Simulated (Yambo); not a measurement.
```
SrHI
1.0
    4.29119     0.00000     0.00000
    0.00000     4.29119     0.00000
    0.00000     0.00000     8.19040
H Sr I
2 2 2
Direct
  0.50000   0.50000   0.00000
  0.00000   0.00000   0.00000
  0.00000   0.50000   0.15602
  0.50000   0.00000   0.84398
  0.00000   0.50000   0.66477
  0.50000   0.00000   0.33523
```

Response from Yambo on PBEsol (pw.x of Quantum ESPRESSO, ONCV potentials, without SOC) bands: 4×4×2 mesh, 116 bands, 3 Ry local-field block, 0.2 eV broadening.

Q: Give the static electronic dielectric constant without and with local fields along each axis.

A: 
```json
[
 {"field along": "x", "ε(0), independent particles": "5.07", "ε(0), RPA with local fields": "4.39", "refractive index √ε": "2.10"},
 {"field along": "z", "ε(0), independent particles": "5.14", "ε(0), RPA with local fields": "4.42", "refractive index √ε": "2.10"}
]
```
Electronic (clamped-ion) response only. Spin-orbit coupling, left out here, changes gap and response of such heavy elements. Convergence of the RPA response with its 4×4×2 mesh was not tested. x, y and z are Cartesian axes of the cell as given.

Geometry relaxed with PBE+D3(BJ).
